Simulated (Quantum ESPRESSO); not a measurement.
pw.x input (Quantum ESPRESSO 7.5; PBEsol, PseudoDojo standard norm-conserving files, scalar-relativistic):

```
&CONTROL
  calculation = 'scf'
  pseudo_dir = './pseudo'
  outdir = './out'
  tprnfor = .true.
  tstress = .true.
/
&SYSTEM
  ibrav = 0
  nat = 3
  ntyp = 2
  ecutwfc = 74.0
  ecutrho = 296.0
  occupations = 'smearing'
  smearing = 'fd'
  degauss = 0.002
  nbnd = 17
/
&ELECTRONS
  conv_thr = 3e-10
/
ATOMIC_SPECIES
S 32.0600 S.upf
W 183.8400 W.upf
CELL_PARAMETERS angstrom
  1.578635343906   0.911425540757   6.037797321000
 -1.578635343906   0.911425540757   6.037797321000
  0.000000000000  -1.822851081513   6.037797321000
ATOMIC_POSITIONS crystal
S   0.579134345700   0.579134345700   0.579134345700
S   0.752817418300   0.752817418300   0.752817418300
W   0.999345236000   0.999345236000   0.999345236000
K_POINTS automatic
10 10 10 0 0 0
```

End of the output:

```
     total energy              =    -195.92878866 Ry
     estimated scf accuracy    <       0.00000067 Ry
     total energy              =    -195.92878875 Ry
     estimated scf accuracy    <       0.00000002 Ry
     total energy              =    -195.92878876 Ry
     estimated scf accuracy    <          9.1E-09 Ry
[...]
     the Fermi energy is    12.5085 ev
!    total energy              =    -195.92878877 Ry
     estimated scf accuracy    <          2.9E-10 Ry
     smearing contrib. (-TS)   =      -0.00000000 Ry
     internal energy E=F+TS    =    -195.92878877 Ry
     The total energy is F=E-TS. E is the sum of the following terms:
     one-electron contribution =     -74.80952928 Ry
     hartree contribution      =      48.31727888 Ry
     xc contribution           =     -45.62859465 Ry
     ewald contribution        =    -123.80794371 Ry
     convergence has been achieved in  11 iterations
     Forces acting on atoms (cartesian axes, Ry/au):
     atom    1 type  1   force =     0.00000000    0.00000000    0.01036550
     atom    2 type  1   force =     0.00000000    0.00000000   -0.01030039
     atom    3 type  2   force =     0.00000000    0.00000000   -0.00006512
     Total force =     0.014613     Total SCF correction =     0.000058
     Computing stress (Cartesian axis) and pressure
          total   stress  (Ry/bohr**3)                   (kbar)     P=      -11.82
  -0.00009126   0.00000000   0.00000000          -13.42        0.00        0.00
   0.00000000  -0.00009126   0.00000000            0.00      -13.42        0.00
   0.00000000   0.00000000  -0.00005863            0.00        0.00       -8.62
```
In a gapped system the printed Fermi energy is only some level inside the gap.

Spin-orbit coupling is not included.

Geometry relaxed with PBE+D3(BJ).
